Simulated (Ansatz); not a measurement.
Given:

LiCl:
```
LiCl
1.0
    0.00000     2.48228     2.48228
    2.48228     0.00000     2.48228
    2.48228     2.48228     0.00000
Li Cl
1 1
Direct
  0.00000   0.00000   0.00000
  0.50000   0.50000   0.50000
```

This is the LDA-relaxed structure.

Task: All from the program Ansatz at the LDA level (PAW), unless another level is named. Estimate the smallest direct gap on the standard path.

Result: 6.59 eV.

Task: Predict the band gap.

Result: 6.48 eV (indirect).

Task: And the electron effective mass?

Result: 0.32, 0.32, 1.1 mₑ (principal values).

Task: Next, the valence-band maximum?

Result: on the K–Γ line, 78 % of the way from K.

Space group Fm-3m (rock salt). The cell was relaxed with LDA under the symmetry of its start; phonons on a q-mesh show no instability.

Potentials: the later of the program's two PAW sets.
